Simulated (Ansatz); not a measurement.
Geometry optimisation in Ansatz: input, command and trajectory.

```yaml
crystal:
  lattice:
    - [4.5402813177, 0.0, 0.0]
    - [0.0, 4.5402813177, 0.0]
    - [0.0, 0.0, 4.5402813177]
  atoms:
    - { symbol: Rb, position: [0.0, 0.0, 0.0] }
    - { symbol: Ca, position: [0.5, 0.5, 0.5] }
    - { symbol: H, position: [0.0, 0.5, 0.5] }
    - { symbol: H, position: [0.5, 0.0, 0.5] }
    - { symbol: H, position: [0.5, 0.5, 0.0] }
basis:
  ecutwfc: 420
kpoints:
  mp_grid: { grid: [6, 6, 6] }
hamiltonian:
  xc: lda
scf:
  occupations: { method: gaussian, width: 0.02 }
output:
  forces: true
  stress: true
  eigenvalues: true
relax:
  adjacent_minimum: "off"
  f_tol: 0.005
  max_steps: 50
  cell: { stress_tol: 0.05 }
```

```bash
ansatz run input.yaml --threads 1 --pin off --max-ram 2560MiB --backend cpu --events-out ev --progress --plain --runs-dir out
```

The calculation used DFT LDA, scalar-relativistic, plane waves, PAW (Ansatz 0.2.0).

Of 4 frames 4 are shown, positions in Å and forces in eV/Å; the SCF threshold varies from step to step. Steps run on the plane waves of an earlier cell, with a Pulay correction in the pressure. The basis is chosen afresh for the last frame, the zero of the energies, and at times for earlier ones too; energy and pressure step there, also at an unchanged geometry.

```xyz
5
Lattice="4.5403 0.0000 0.0000 0.0000 4.5403 0.0000 0.0000 0.0000 4.5403" Properties=species:S:1:pos:R:3:forces:R:3 pbc="T T T" step=1 free_energy_over_end_meV_per_atom=13.28 pressure_GPa=-2.31
Rb    0.0000    0.0000    0.0000    0.0000    0.0000    0.0000
Ca    2.2701    2.2701    2.2701    0.0000    0.0000    0.0000
H     0.0000    2.2701    2.2701    0.0000    0.0000    0.0000
H     2.2701    0.0000    2.2701    0.0000    0.0000    0.0000
H     2.2701    2.2701    0.0000    0.0000    0.0000    0.0000
5
Lattice="4.4079 0.0000 0.0000 0.0000 4.4079 0.0000 0.0000 0.0000 4.4079" Properties=species:S:1:pos:R:3:forces:R:3 pbc="T T T" step=2 free_energy_over_end_meV_per_atom=-0.36 pressure_GPa=-0.17
Rb    0.0000    0.0000    0.0000    0.0000    0.0000    0.0000
Ca    2.2040    2.2040    2.2040    0.0000    0.0000    0.0000
H     0.0000    2.2040    2.2040    0.0000    0.0000    0.0000
H     2.2040    0.0000    2.2040    0.0000    0.0000    0.0000
H     2.2040    2.2040    0.0000    0.0000    0.0000    0.0000
5
Lattice="4.3979 0.0000 0.0000 0.0000 4.3979 0.0000 0.0000 0.0000 4.3979" Properties=species:S:1:pos:R:3:forces:R:3 pbc="T T T" step=3 free_energy_over_end_meV_per_atom=-0.46 pressure_GPa=0.02
Rb    0.0000    0.0000    0.0000    0.0000    0.0000    0.0000
Ca    2.1990    2.1990    2.1990    0.0000    0.0000    0.0000
H     0.0000    2.1990    2.1990    0.0000    0.0000    0.0000
H     2.1990    0.0000    2.1990    0.0000    0.0000    0.0000
H     2.1990    2.1990    0.0000    0.0000    0.0000    0.0000
5
Lattice="4.3979 0.0000 0.0000 0.0000 4.3979 0.0000 0.0000 0.0000 4.3979" Properties=species:S:1:pos:R:3:forces:R:3 pbc="T T T" step=4 free_energy_over_end_meV_per_atom=0.00 pressure_GPa=0.00
Rb    0.0000    0.0000    0.0000    0.0000    0.0000    0.0000
Ca    2.1990    2.1990    2.1990    0.0000    0.0000    0.0000
H     0.0000    2.1990    2.1990    0.0000    0.0000    0.0000
H     2.1990    0.0000    2.1990    0.0000    0.0000    0.0000
H     2.1990    2.1990    0.0000    0.0000    0.0000    0.0000
```